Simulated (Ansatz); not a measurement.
RuS$_{2}$:
```
CELL_PARAMETERS angstrom
      5.63192     0.00000     0.00000
      0.00000     5.63192     0.00000
      0.00000     0.00000     5.63192
ATOMIC_POSITIONS crystal
  Ru 0.00000 0.00000 0.00000
  Ru 0.50000 0.00000 0.50000
  Ru 0.50000 0.50000 0.00000
  Ru 0.00000 0.50000 0.50000
  S  0.38791 0.38791 0.38791
  S  0.11209 0.61209 0.88791
  S  0.88791 0.11209 0.61209
  S  0.61209 0.88791 0.11209
  S  0.61209 0.61209 0.61209
  S  0.88791 0.38791 0.11209
  S  0.11209 0.88791 0.38791
  S  0.38791 0.11209 0.88791
```

Relaxed with r²SCAN.

Question: Give the Bader charges and basin volumes of the independent atoms, plane-wave PAW r²SCAN (Ansatz code).

Answer: 

| atom | Bader charge (e) | Bader volume (Å³) |
|---|---|---|
| Ru1 | +0.67 | 13.7 |
| S5 | -0.33 | 15.5 |

Space group Pa-3. The cell was relaxed with r²SCAN under the symmetry of its start. The run is not spin-polarised.

Potentials: the later of the program's two PAW sets.
